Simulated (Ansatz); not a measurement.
## Relaxation path: Ag (sc type)

DFT, LDA, PAW with Ansatz's default frozen-core files, scalar-relativistic (Ansatz 0.2.0); a Γ-centred 15×15×15 k mesh, Fermi–Dirac smearing of 0.1 eV, no spin polarisation. The run relaxes cell and atoms at a target pressure of 2.2 GPa.

Command: `ansatz run input.yaml --threads 1 --pin off --max-ram 3584MiB --backend cpu --events-out ev --progress --plain --runs-dir out` It took 12 s on 1 thread of Intel(R) Xeon(R) Platinum 8259CL CPU @ 2.50GHz (Skylake/Cascade Lake) (shared host), peak memory 0.36 GiB.

PAW: frozen-core files, cutoff 420 eV; forces are relaxed below 0.005 eV/Å.

Each step lists its enthalpy F + pV a cell above the last geometry, the pressure, the cell vectors (Å), and Cartesian positions (Å) with forces (eV/Å).

The first step:

```
step 1  dH = 32.33 meV  P = 11.63 GPa
  cell 2.5707 0.0000 0.0000  0.0000 2.5707 0.0000  0.0000 0.0000 2.5707
  Ag 0.0000 0.0000 0.0000   0.0000 0.0000 0.0000
```

The PAW files were made under PBE.

The symmetry of the start is kept and no stability test is made, so the end need not be the stable phase.

**Question.** Where does the relaxation end, and by which steps?

**Answer.** After 4 geometries, with conventional a, b, c = 2.629, 2.629, 2.629 Å, at 18.172 Å³/atom (+6.97 % against the start) in space group Pm-3m, with a shortest distance of 2.629 Å. The further steps:
```
step 2  dH = 2.18 meV  P = 0.19 GPa
  cell 2.6451 0.0000 0.0000  0.0000 2.6451 0.0000  0.0000 0.0000 2.6451
  Ag 0.0000 0.0000 0.0000   0.0000 0.0000 0.0000
step 3  dH = 0.05 meV  P = 1.91 GPa
  cell 2.6314 0.0000 0.0000  0.0000 2.6314 0.0000  0.0000 0.0000 2.6314
  Ag 0.0000 0.0000 0.0000   0.0000 0.0000 0.0000
step 4  dH = 0.00 meV  P = 2.21 GPa
  cell 2.6291 0.0000 0.0000  0.0000 2.6291 0.0000  0.0000 0.0000 2.6291
  Ag 0.0000 0.0000 0.0000   0.0000 0.0000 0.0000
step 5  dH = -0.11 meV  P = 2.20 GPa  (same geometry on a basis chosen anew; earlier energies don't compare to the last digit)
  cell 2.6291 0.0000 0.0000  0.0000 2.6291 0.0000  0.0000 0.0000 2.6291
  Ag 0.0000 0.0000 0.0000   0.0000 0.0000 0.0000
```
